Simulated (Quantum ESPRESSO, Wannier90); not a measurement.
# MgTe (wurtzite), plane waves to Wannier functions

```
CELL_PARAMETERS angstrom
      4.59020     0.00000     0.00000
     -2.29510     3.97523     0.00000
      0.00000     0.00000     7.43781
ATOMIC_POSITIONS crystal
  Mg 0.33333 0.66667 0.99599
  Mg 0.66667 0.33333 0.49599
  Te 0.33333 0.66667 0.37401
  Te 0.66667 0.33333 0.87401
```

Materials Project entry mp-1039; symmetrised, unrelaxed at this level. COD (Crystallography Open Database) has an entry of this formula and space group (matched by these alone). Computed values, not measurements, from PBEsol: Quantum ESPRESSO (norm-conserving PseudoDojo potentials, cutoff 68 Ry, no spin polarisation, no spin-orbit coupling) on a Γ-centred 6×6×4 mesh, then Wannier90. Density: 12×12×4 mesh, cold smearing 0.01 Ry. Spin-orbit coupling is left out although heavy elements are present.

Functional, cutoff and mesh named above are those of the base row (PBEsol); the first column says what each row takes instead. Model: 16 functions from bands 19-44, start hydrogen-like Mg: s;p; Te: s;p, disentangled but not localised (num_iter = 0), frozen window tied to the conduction edge or Fermi level of each row, as listed, which moves Ω_I and hoppings a little by itself. Energies are relative to the valence-band maximum; the misfit is to pw.x on a path, for states up to 3.3 eV relative to the valence-band maximum. The functional changes, each with its own PseudoDojo files and their cutoffs, on the same cell. The disentangled Ω_I can sit in another minimum from row to row.

```json
[
 {"functional": "LDA", "frozen to (eV)": "3.67", "Ω_I (Å²)": "32.82", "rms misfit (meV)": "5.1", "gap (eV)": "2.17", "bottom of band 19 (eV)": "-10.32"},
 {"functional": "PBE", "frozen to (eV)": "3.90", "Ω_I (Å²)": "33.47", "rms misfit (meV)": "4.8", "gap (eV)": "2.41", "bottom of band 19 (eV)": "-10.23"},
 {"functional": "PBEsol", "frozen to (eV)": "3.79", "Ω_I (Å²)": "33.31", "rms misfit (meV)": "4.9", "gap (eV)": "2.29", "bottom of band 19 (eV)": "-10.27"}
]
```
